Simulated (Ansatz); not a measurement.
The following input was run with Ansatz 0.2.0.

```yaml
crystal:
  lattice:
    - [2.8254438746, 1.6312707816, 10.3752769626]
    - [-2.8254438746, 1.6312707816, 10.3752769626]
    - [0.0, -3.2625415632, 10.3752769626]
  atoms:
    - { symbol: Zr, position: [0.62237983, 0.96294586, 0.29183668] }
    - { symbol: Zr, position: [0.12378538, 0.46767355, 0.78449257] }
    - { symbol: Zr, position: [0.96294586, 0.29183668, 0.62237983] }
    - { symbol: Zr, position: [0.46767355, 0.78449257, 0.12378538] }
    - { symbol: Zr, position: [0.29183668, 0.62237983, 0.96294586] }
    - { symbol: Zr, position: [0.78449257, 0.12378538, 0.46767355] }
    - { symbol: Zr, position: [0.03705414, 0.70816332, 0.37762017] }
    - { symbol: Zr, position: [0.53232645, 0.21550743, 0.87621462] }
    - { symbol: Zr, position: [0.37762017, 0.03705414, 0.70816332] }
    - { symbol: Zr, position: [0.87621462, 0.53232645, 0.21550743] }
    - { symbol: Zr, position: [0.70816332, 0.37762017, 0.03705414] }
    - { symbol: Zr, position: [0.21550743, 0.87621462, 0.53232645] }
    - { symbol: O, position: [0.5, 0.5, 0.5] }
    - { symbol: O, position: [0.25005852, 0.25005852, 0.25005852] }
    - { symbol: O, position: [0.74994148, 0.74994148, 0.74994148] }
basis:
  ecutwfc: 500
kpoints:
  mp_grid: { grid: [6, 6, 6] }
hamiltonian:
  xc: r2scan
scf:
  occupations: { method: gaussian, width: 0.1 }
output:
  forces: true
  stress: true
  eigenvalues: true
relax:
  adjacent_minimum: "off"
  f_tol: 0.005
  max_steps: 80
  cell: { stress_tol: 0.05 }
```

Run as
```bash
ansatz run input.yaml --threads 4 --pin off --max-ram 10240MiB --backend cpu --events-out ev --progress --plain --runs-dir out
```

Computed with Ansatz, DFT r2SCAN, scalar-relativistic, plane waves, PAW.

From the run's log, abridged (iterations and final results):

```
SCF iter   1: F=—  HF=-52056.238271 eV  |F-HF|=—  |Δ(HF+E_count)|=         —  Δρ=1.29e-2  dr2=7.27e-1  dr2_τ=3.46e-1  ethr=1.77e-3  ⟨swp⟩=7.2  Hψ=15757  notcnv=0
SCF iter   2: F=—  HF=-52056.680891 eV  |F-HF|=—  |Δ(HF+E_count)|=   4.43e-1  Δρ=6.57e-3  dr2=1.49e-1  dr2_τ=9.17e-3  ethr=4.48e-4  ⟨swp⟩=2.0  Hψ=6269  notcnv=0  defer=251
SCF iter   3: F=—  HF=-52056.673966 eV  |F-HF|=—  |Δ(HF+E_count)|=   6.92e-3  Δρ=2.17e-3  dr2=1.41e-2  dr2_τ=1.02e-3  ethr=9.18e-5  ⟨swp⟩=2.0  Hψ=4870  notcnv=0  defer=251
SCF iter   4: F=—  HF=-52056.675845 eV  |F-HF|=—  |Δ(HF+E_count)|=   1.88e-3  Δρ=6.87e-4  dr2=1.63e-3  dr2_τ=1.37e-4  ethr=8.69e-6  ⟨swp⟩=2.0  Hψ=5246  notcnv=0  defer=251
SCF iter   5: F=—  HF=-52056.675980 eV  |F-HF|=—  |Δ(HF+E_count)|=   1.35e-4  Δρ=4.09e-4  dr2=4.52e-4  dr2_τ=5.94e-5  ethr=1.01e-6  ⟨swp⟩=2.0  Hψ=5514  notcnv=0  defer=251
SCF iter   6: F=—  HF=-52056.675944 eV  |F-HF|=—  |Δ(HF+E_count)|=   3.68e-5  Δρ=8.86e-5  dr2=2.63e-5  dr2_τ=1.14e-6  ethr=2.79e-7  ⟨swp⟩=2.0  Hψ=4952  notcnv=0  defer=251
SCF iter   7: F=—  HF=-52056.676109 eV  |F-HF|=—  |Δ(HF+E_count)|=   1.65e-4  Δρ=5.65e-5  dr2=7.00e-6  dr2_τ=1.07e-6  ethr=1.63e-8  ⟨swp⟩=2.0  Hψ=6424  notcnv=0  defer=251
SCF iter   8: F=—  HF=-52056.676108 eV  |F-HF|=—  |Δ(HF+E_count)|=   5.71e-7  Δρ=1.07e-5  dr2=3.59e-7  dr2_τ=2.04e-8  ethr=4.32e-9  ⟨swp⟩=2.0  Hψ=4853  notcnv=0  defer=251
SCF iter   9: F=-52056.676108 eV  HF=-52056.676108 eV  |F-HF|=9.47e-9  |Δ(HF+E_count)|=   7.79e-8  Δρ=2.89e-6  dr2=3.17e-8  dr2_τ=1.41e-9  ethr=6.17e-11  ⟨swp⟩=10.7  Hψ=14361  notcnv=0
SCF 1 converged in 9 iterations: F = -52056.676108 eV  dr2 = 3.17e-8
relax step   1: F+E_penalty+E_count = -52056.67610814 eV  Δ(F+E_penalty+E_count) = +0.000e0 eV  max|allowed force component| = 2.785e-2 eV/Å  Δτ_max = 0.0000 Å  P = -0.001 GPa  Ω = 286.922 Å³  (9 SCF iters, dr2 threshold 1.00e-7 eV, accepted)
Crystal: 15 atoms, lattice volume = 288.959 Å³
Basis set: ecut = 500 eV, 7339 PW (Γ), FFT grids on a1−a3, a2−a3, a3, exchange–correlation on 180×180×320 points (64 copies of the dense FFT grid, shifted against one another)
Initial density: handed on by an earlier stage of this run
Initial wavefunctions: those handed on with the density
SCF iter   1: F=—  HF=-52056.420231 eV  |F-HF|=—  |Δ(HF+E_count)|=         —  Δρ=2.75e-3  dr2=1.30e-1  dr2_τ=4.10e-1  ethr=8.66e-5  ⟨swp⟩=1.1  Hψ=15222  notcnv=0
SCF iter   2: F=—  HF=-52056.644787 eV  |F-HF|=—  |Δ(HF+E_count)|=   2.25e-1  Δρ=1.31e-3  dr2=1.99e-2  dr2_τ=4.70e-4  ethr=8.05e-5  ⟨swp⟩=2.1  Hψ=6301  notcnv=0
SCF iter   3: F=—  HF=-52056.644178 eV  |F-HF|=—  |Δ(HF+E_count)|=   6.09e-4  Δρ=5.07e-4  dr2=2.91e-3  dr2_τ=5.78e-5  ethr=1.23e-5  ⟨swp⟩=1.0  Hψ=3920  notcnv=0
SCF iter   4: F=—  HF=-52056.643826 eV  |F-HF|=—  |Δ(HF+E_count)|=   3.52e-4  Δρ=1.86e-4  dr2=1.58e-4  dr2_τ=1.69e-5  ethr=1.80e-6  ⟨swp⟩=2.0  Hψ=4991  notcnv=0
SCF iter   5: F=—  HF=-52056.643809 eV  |F-HF|=—  |Δ(HF+E_count)|=   1.72e-5  Δρ=9.19e-5  dr2=2.31e-5  dr2_τ=3.27e-6  ethr=9.73e-8  ⟨swp⟩=2.0  Hψ=5239  notcnv=0
SCF iter   6: F=—  HF=-52056.643974 eV  |F-HF|=—  |Δ(HF+E_count)|=   1.65e-4  Δρ=2.20e-5  dr2=1.98e-6  dr2_τ=1.58e-7  ethr=1.42e-8  ⟨swp⟩=2.0  Hψ=5205  notcnv=0
SCF iter   7: F=—  HF=-52056.643974 eV  |F-HF|=—  |Δ(HF+E_count)|=   3.56e-7  Δρ=6.07e-6  dr2=1.90e-7  dr2_τ=5.83e-9  ethr=1.22e-9  ⟨swp⟩=2.0  Hψ=5202  notcnv=0
SCF iter   8: F=-52056.643974 eV  HF=-52056.643974 eV  |F-HF|=9.58e-9  |Δ(HF+E_count)|=   5.42e-8  Δρ=3.03e-6  dr2=1.93e-8  dr2_τ=2.96e-9  ethr=2.99e-11  ⟨swp⟩=6.7  Hψ=14039  notcnv=0
SCF 2 converged in 8 iterations: F = -52056.643974 eV  dr2 = 1.93e-8
relax step   2: F+E_penalty+E_count = -52056.64397441 eV  Δ(F+E_penalty+E_count) = +3.213e-2 eV  max|allowed force component| = 2.630e-1 eV/Å  Δτ_max = 0.0298 Å  P = -0.606 GPa  Ω = 288.959 Å³  energy of the carried Pulay correction = -1.282e-3 eV  (8 SCF iters, dr2 threshold 4.85e-8 eV, rejected (line search))
Crystal: 15 atoms, lattice volume = 286.919 Å³
Basis set: ecut = 500 eV, 7309 PW (Γ), FFT grids on a1−a3, a2−a3, a3, exchange–correlation on 180×180×320 points (64 copies of the dense FFT grid, shifted against one another)
SCF iter   1: F=—  HF=-52056.492569 eV  |F-HF|=—  |Δ(HF+E_count)|=         —  Δρ=2.37e-3  dr2=9.72e-2  dr2_τ=3.18e-1  ethr=5.93e-5  ⟨swp⟩=1.5  Hψ=14564  notcnv=0
SCF iter   2: F=—  HF=-52056.677610 eV  |F-HF|=—  |Δ(HF+E_count)|=   1.85e-1  Δρ=1.22e-3  dr2=2.09e-2  dr2_τ=3.46e-4  ethr=5.93e-5  ⟨swp⟩=2.0  Hψ=6851  notcnv=0
SCF iter   3: F=—  HF=-52056.676626 eV  |F-HF|=—  |Δ(HF+E_count)|=   9.84e-4  Δρ=4.20e-4  dr2=1.58e-3  dr2_τ=7.19e-5  ethr=1.29e-5  ⟨swp⟩=1.1  Hψ=3922  notcnv=0
SCF iter   4: F=—  HF=-52056.676449 eV  |F-HF|=—  |Δ(HF+E_count)|=   1.77e-4  Δρ=1.85e-4  dr2=2.15e-4  dr2_τ=1.74e-5  ethr=9.76e-7  ⟨swp⟩=2.0  Hψ=5091  notcnv=0
SCF iter   5: F=—  HF=-52056.676426 eV  |F-HF|=—  |Δ(HF+E_count)|=   2.31e-5  Δρ=8.65e-5  dr2=2.20e-5  dr2_τ=3.02e-6  ethr=1.33e-7  ⟨swp⟩=2.0  Hψ=5202  notcnv=0
SCF iter   6: F=—  HF=-52056.676424 eV  |F-HF|=—  |Δ(HF+E_count)|=   1.30e-6  Δρ=2.60e-5  dr2=3.11e-6  dr2_τ=1.64e-7  ethr=1.36e-8  ⟨swp⟩=2.0  Hψ=5218  notcnv=0
SCF iter   7: F=—  HF=-52056.676592 eV  |F-HF|=—  |Δ(HF+E_count)|=   1.67e-4  Δρ=5.89e-6  dr2=1.76e-7  dr2_τ=5.32e-9  ethr=1.92e-9  ⟨swp⟩=2.0  Hψ=5001  notcnv=0
SCF iter   8: F=—  HF=-52056.676592 eV  |F-HF|=—  |Δ(HF+E_count)|=   4.47e-8  Δρ=2.06e-6  dr2=8.65e-9  dr2_τ=1.31e-9  ethr=1.08e-10  ⟨swp⟩=2.1  Hψ=5638  notcnv=0
SCF iter   9: F=—  HF=-52056.676592 eV  |F-HF|=—  |Δ(HF+E_count)|=   1.03e-9  Δρ=1.08e-6  dr2=2.99e-9  dr2_τ=4.14e-10  ethr=5.34e-12  ⟨swp⟩=2.0  Hψ=5702  notcnv=0
SCF iter  10: F=—  HF=-52056.676592 eV  |F-HF|=—  |Δ(HF+E_count)|=  1.96e-10  Δρ=3.01e-7  dr2=3.03e-10  dr2_τ=1.03e-11  ethr=1.85e-12  ⟨swp⟩=2.0  Hψ=4461  notcnv=0
SCF iter  11: F=-52056.676592 eV  HF=-52056.676592 eV  |F-HF|=1.46e-11  |Δ(HF+E_count)|=  5.82e-11  Δρ=6.40e-8  dr2=2.68e-11  dr2_τ=6.59e-13  ethr=1.00e-12  ⟨swp⟩=5.6  Hψ=12938  notcnv=0
SCF 3 converged in 11 iterations: F = -52056.676592 eV  dr2 = 2.68e-11
relax step   3: F+E_penalty+E_count = -52056.67659157 eV  Δ(F+E_penalty+E_count) = -4.834e-4 eV  max|allowed force component| = 6.168e-3 eV/Å  Δτ_max = 0.0032 Å  P = +0.038 GPa  Ω = 286.919 Å³  energy of the carried Pulay correction = +1.717e-6 eV  (11 SCF iters, accepted)
Crystal: 15 atoms, lattice volume = 287.072 Å³
Basis set: ecut = 500 eV, 7321 PW (Γ), FFT grids on a1−a3, a2−a3, a3, exchange–correlation on 180×180×320 points (64 copies of the dense FFT grid, shifted against one another)
SCF iter   1: F=—  HF=-52056.676201 eV  |F-HF|=—  |Δ(HF+E_count)|=         —  Δρ=6.60e-5  dr2=3.21e-5  dr2_τ=1.70e-4  ethr=2.14e-8  ⟨swp⟩=2.0  Hψ=16967  notcnv=0
SCF iter   2: F=—  HF=-52056.676346 eV  |F-HF|=—  |Δ(HF+E_count)|=   1.45e-4  Δρ=3.38e-5  dr2=6.79e-6  dr2_τ=3.67e-7  ethr=1.98e-8  ⟨swp⟩=2.0  Hψ=6940  notcnv=0
SCF iter   3: F=—  HF=-52056.676511 eV  |F-HF|=—  |Δ(HF+E_count)|=   1.64e-4  Δρ=1.58e-5  dr2=2.13e-6  dr2_τ=1.05e-7  ethr=4.19e-9  ⟨swp⟩=2.1  Hψ=4856  notcnv=0
SCF iter   4: F=—  HF=-52056.676510 eV  |F-HF|=—  |Δ(HF+E_count)|=   3.75e-7  Δρ=5.04e-6  dr2=1.90e-7  dr2_τ=8.24e-9  ethr=1.31e-9  ⟨swp⟩=2.0  Hψ=5120  notcnv=0
SCF iter   5: F=—  HF=-52056.676510 eV  |F-HF|=—  |Δ(HF+E_count)|=   2.73e-8  Δρ=2.25e-6  dr2=8.04e-9  dr2_τ=9.94e-10  ethr=1.17e-10  ⟨swp⟩=2.0  Hψ=5124  notcnv=0
SCF iter   6: F=-52056.676510 eV  HF=-52056.676510 eV  |F-HF|=2.18e-10  |Δ(HF+E_count)|=   4.62e-9  Δρ=4.85e-7  dr2=6.05e-10  dr2_τ=8.47e-11  ethr=1.47e-12  ⟨swp⟩=4.0  Hψ=13676  notcnv=0
SCF 4 converged in 6 iterations: F = -52056.676510 eV  dr2 = 6.05e-10
relax step   4: F+E_penalty+E_count = -52056.67651015 eV  Δ(F+E_penalty+E_count) = +8.142e-5 eV  max|allowed force component| = 6.915e-3 eV/Å  Δτ_max = 0.0006 Å  P = -0.028 GPa  Ω = 287.072 Å³  energy of the carried Pulay correction = -9.508e-5 eV  (6 SCF iters, dr2 threshold 2.38e-9 eV, accepted)
Crystal: 15 atoms, lattice volume = 287.009 Å³
SCF iter   1: F=—  HF=-52056.676375 eV  |F-HF|=—  |Δ(HF+E_count)|=         —  Δρ=8.03e-5  dr2=2.18e-4  dr2_τ=8.73e-5  ethr=1.36e-7  ⟨swp⟩=1.0  Hψ=13808  notcnv=0
SCF iter   2: F=—  HF=-52056.676401 eV  |F-HF|=—  |Δ(HF+E_count)|=   2.61e-5  Δρ=3.31e-5  dr2=3.53e-5  dr2_τ=7.49e-7  ethr=1.35e-7  ⟨swp⟩=1.0  Hψ=3920  notcnv=0
SCF iter   3: F=—  HF=-52056.676397 eV  |F-HF|=—  |Δ(HF+E_count)|=   3.87e-6  Δρ=1.28e-5  dr2=2.90e-6  dr2_τ=6.48e-8  ethr=2.18e-8  ⟨swp⟩=1.0  Hψ=3920  notcnv=0
SCF iter   4: F=—  HF=-52056.676563 eV  |F-HF|=—  |Δ(HF+E_count)|=   1.66e-4  Δρ=8.05e-6  dr2=2.07e-7  dr2_τ=3.44e-8  ethr=1.79e-9  ⟨swp⟩=2.0  Hψ=4337  notcnv=0
SCF iter   5: F=—  HF=-52056.676563 eV  |F-HF|=—  |Δ(HF+E_count)|=   2.67e-8  Δρ=2.29e-6  dr2=1.44e-8  dr2_τ=9.42e-10  ethr=1.28e-10  ⟨swp⟩=2.0  Hψ=5207  notcnv=0
SCF iter   6: F=-52056.676563 eV  HF=-52056.676563 eV  |F-HF|=0.00e0  |Δ(HF+E_count)|=   3.49e-9  Δρ=4.62e-7  dr2=7.42e-10  dr2_τ=6.69e-11  ethr=1.85e-12  ⟨swp⟩=4.0  Hψ=11514  notcnv=0
SCF 5 converged in 6 iterations: F = -52056.676563 eV  dr2 = 7.42e-10
relax step   5: F+E_penalty+E_count = -52056.67656291 eV  Δ(F+E_penalty+E_count) = -5.276e-5 eV  max|allowed force component| = 9.665e-4 eV/Å  Δτ_max = 0.0007 Å  P = -0.003 GPa  Ω = 287.009 Å³  energy of the carried Pulay correction = -5.494e-5 eV  (6 SCF iters, dr2 threshold 2.99e-9 eV, accepted)
Initial wavefunctions: pseudopotential atomic-orbital guess (no wavefunctions were taken with the density)
SCF iter   1: F=—  HF=-52056.676437 eV  |F-HF|=—  |Δ(HF+E_count)|=         —  Δρ=1.38e-5  dr2=1.18e-8  dr2_τ=1.28e-8  ethr=4.88e-7  ⟨swp⟩=3.2  Hψ=25798  notcnv=0
SCF iter   2: F=—  HF=-52056.676609 eV  |F-HF|=—  |Δ(HF+E_count)|=   1.72e-4  Δρ=6.99e-6  dr2=3.25e-9  dr2_τ=3.55e-8  ethr=7.26e-12  ⟨swp⟩=3.2  Hψ=10167  notcnv=0
SCF iter   3: F=—  HF=-52056.676609 eV  |F-HF|=—  |Δ(HF+E_count)|=   6.57e-7  Δρ=4.18e-7  dr2=2.11e-10  dr2_τ=1.66e-10  ethr=2.01e-12  ⟨swp⟩=2.0  Hψ=6691  notcnv=0
SCF iter   4: F=-52056.676609 eV  HF=-52056.676609 eV  |F-HF|=3.64e-11  |Δ(HF+E_count)|=   1.80e-9  Δρ=1.08e-7  dr2=2.79e-11  dr2_τ=5.74e-12  ethr=1.00e-12  ⟨swp⟩=6.5  Hψ=12354  notcnv=0
SCF 6 converged in 4 iterations: F = -52056.676609 eV  dr2 = 2.79e-11
SCF converged after 4 iterations
Free energy (F): -52056.676609 eV
Harris-Foulkes:  -52056.676609 eV  (|F-HF|=3.64e-11)
Internal energy: -52056.652674 eV  (E = F + TS)
E sigma→0 (E₀):  -52056.664642 eV
Entropy (-TS):   -0.023935 eV (-1.596 meV/atom)
Fermi energy:    14.558631 eV
--- Per-component energies (eV) ---
  E_band       = -1196.518459
  E_kinetic    = 4520.656238
  E_local      = -8593.458740  (includes V_loc(G=0)·N_el)
  E_nonlocal   = 1093.701067
  E_hartree    = 2771.737445
  E_xc         = -2089.368398
  E_vxc        = -2848.920329  (∫ρ·V_xc dr)
  E_paw        = -36130.234597  (= ΣΔE_a)
  E_vpaw       = -1080.164689  (= ΣTr[D̂ρ^β])
  E_aug_tail   = 0.003126  (compensation charges beyond the density's cutoff)
  E_vtau       = 168.189987  (kinetic-family band-sum trace: ∫τ·v_τ [+ j·A + Jᵃ·Aᵃ] dr)
  E_ewald      = -13627.616093
  E_core_change = -2.072723  (= ΣΔE_core)
  E_smearing   = -0.023935  (= −TS)
--- Forces (eV/Å), atoms counted from 1 ---
  atom   1  Zr    -0.00096987    -0.00024624    -0.00031522
  atom   2  Zr    -0.00036582     0.00021324    -0.00029350
  atom   3  Zr     0.00027169     0.00096305    -0.00031522
  atom   4  Zr     0.00036758     0.00021019    -0.00029350
  atom   5  Zr     0.00069818    -0.00071681    -0.00031522
  atom   6  Zr    -0.00000176    -0.00042343    -0.00029350
  atom   7  Zr    -0.00027169    -0.00096305     0.00031522
  atom   8  Zr    -0.00036758    -0.00021019     0.00029350
  atom   9  Zr     0.00096987     0.00024624     0.00031522
  atom  10  Zr     0.00036582    -0.00021324     0.00029350
  atom  11  Zr    -0.00069818     0.00071681     0.00031522
  atom  12  Zr     0.00000176     0.00042343     0.00029350
  atom  13  O      0.00000000     0.00000000     0.00000000
  atom  14  O      0.00000000     0.00000000     0.00061867
  atom  15  O      0.00000000     0.00000000    -0.00061867
--- Stress (GPa, compression-positive) ---
       -0.004728       0.000000       0.000000
        0.000000      -0.004728       0.000000
        0.000000       0.000000       0.000768
  P = ⅓ Tr σ = -0.0029 GPa (-0.029 kbar)
--- Band table (eV; the first three rows and the last of 40) ---
  k-point 0: bands = ["-36.1808", "-36.0970", "-36.0409", "-36.0332", "-36.0332", "-36.0289", "-36.0289", "-35.9561", "-35.9157", "-35.9157", "-35.9143", "-35.9143", "-14.4512", "-14.0684", "-13.8496", "-13.8496", "-13.8464", "-13.6894", "-13.6894", "-13.6832", "-13.6360", "-13.6360", "-13.5966", "-13.5966", "-13.5777", "-13.5371", "-13.5208", "-13.4747", "-13.4237", "-13.3681", "-13.3394", "-13.3394", "-13.2996", "-13.2938", "-13.2938", "-13.1847", "-13.1847", "-13.1392", "-13.1392", "-13.1279", "-13.1279", "-13.0741", "-13.0741", "-13.0190", "-13.0190", "-12.9779", "-12.9437", "-12.9437", "-7.2788", "-6.8751", "-6.5747", "6.9566", "6.9566", "7.0371", "7.3275", "7.4913", "7.4913", "7.7311", ...
  k-point 1: bands = ["-36.1709", "-36.0910", "-36.0454", "-36.0417", "-36.0323", "-36.0276", "-36.0262", "-35.9515", "-35.9280", "-35.9249", "-35.9104", "-35.9097", "-14.4313", "-14.0898", "-13.9591", "-13.8770", "-13.7610", "-13.7347", "-13.7177", "-13.6721", "-13.6597", "-13.6443", "-13.5812", "-13.5666", "-13.5009", "-13.4806", "-13.4731", "-13.4513", "-13.4103", "-13.3600", "-13.3432", "-13.3260", "-13.2792", "-13.2745", "-13.2476", "-13.1987", "-13.1847", "-13.1612", "-13.1521", "-13.1371", "-13.1203", "-13.1060", "-13.0845", "-13.0613", "-13.0360", "-12.9988", "-12.9845", "-12.9537", "-7.2324", "-6.8746", "-6.6151", "6.9334", "6.9833", "7.0864", "7.3893", "7.4550", "7.4693", "7.7459", ...
  k-point 2: bands = ["-36.1440", "-36.0788", "-36.0675", "-36.0517", "-36.0352", "-36.0274", "-36.0095", "-35.9512", "-35.9385", "-35.9340", "-35.9133", "-35.9098", "-14.3750", "-14.1402", "-14.0328", "-13.8694", "-13.7754", "-13.7546", "-13.7373", "-13.6837", "-13.6621", "-13.5828", "-13.5714", "-13.5478", "-13.4892", "-13.4453", "-13.4075", "-13.3999", "-13.3519", "-13.3242", "-13.3175", "-13.2959", "-13.2834", "-13.2555", "-13.2408", "-13.2309", "-13.1800", "-13.1686", "-13.1666", "-13.1500", "-13.1450", "-13.1112", "-13.1008", "-13.0920", "-13.0813", "-13.0548", "-13.0129", "-12.9896", "-7.1176", "-6.8751", "-6.7186", "6.9017", "7.0593", "7.1555", "7.4109", "7.4238", "7.4832", "7.7402", ...
  k-point 39: bands = ["-36.1771", "-36.1093", "-36.0332", "-36.0332", "-36.0289", "-36.0289", "-36.0283", "-35.9602", "-35.9157", "-35.9157", "-35.9143", "-35.9143", "-14.4221", "-14.1313", "-13.8519", "-13.8519", "-13.7482", "-13.7482", "-13.7452", "-13.7169", "-13.7117", "-13.5770", "-13.5625", "-13.5625", "-13.5391", "-13.5391", "-13.4854", "-13.4775", "-13.3798", "-13.3798", "-13.3755", "-13.3675", "-13.3675", "-13.3017", "-13.1821", "-13.1570", "-13.1570", "-13.1380", "-13.1380", "-13.1180", "-13.1180", "-13.1027", "-13.0724", "-13.0724", "-13.0135", "-13.0135", "-12.9455", "-12.9455", "-7.2721", "-6.8866", "-6.5693", "6.9646", "6.9646", "7.0278", "7.3815", "7.4686", "7.4686", "7.6477" ...
--- Relaxed structure (5 steps of the walk, 4 accepted, 1 SCFs on fresh bases) ---
  F+E_penalty+E_count = -52056.67660934 eV   max|allowed force component| = 9.699e-4 eV/Å   (the final SCF, on the basis selected at the relaxed cell)
  cell:  # Å, volume = 287.0089 Å³
    - [2.82651250, 1.63188775, 10.37057684]
    - [-2.82651250, 1.63188775, 10.37057684]
    - [0.0, -3.26377551, 10.37057684]
  atoms:
    - { symbol: Zr, position: [0.62248198, 0.96328330, 0.29128542] }
    - { symbol: Zr, position: [0.12370578, 0.46808799, 0.78426615] }
    - { symbol: Zr, position: [0.96328330, 0.29128542, 0.62248198] }
    - { symbol: Zr, position: [0.46808799, 0.78426615, 0.12370578] }
    - { symbol: Zr, position: [0.29128542, 0.62248198, 0.96328330] }
    - { symbol: Zr, position: [0.78426615, 0.12370578, 0.46808799] }
    - { symbol: Zr, position: [0.03671669, 0.70871457, 0.37751801] }
    - { symbol: Zr, position: [0.53191200, 0.21573384, 0.87629421] }
    - { symbol: Zr, position: [0.37751801, 0.03671669, 0.70871457] }
    - { symbol: Zr, position: [0.87629421, 0.53191200, 0.21573384] }
    - { symbol: Zr, position: [0.70871457, 0.37751801, 0.03671669] }
    - { symbol: Zr, position: [0.21573384, 0.87629421, 0.53191200] }
    - { symbol: O, position: [0.50000000, 0.50000000, 0.50000000] }
    - { symbol: O, position: [0.24996928, 0.24996928, 0.24996928] }
    - { symbol: O, position: [0.75003071, 0.75003071, 0.75003071] }
```

The relaxation met its thresholds.

It took 2.3 min on 4 threads of Oxide Virtual Turin-like Processor (Zen 5), on a shared host, peak memory 2.4 GiB.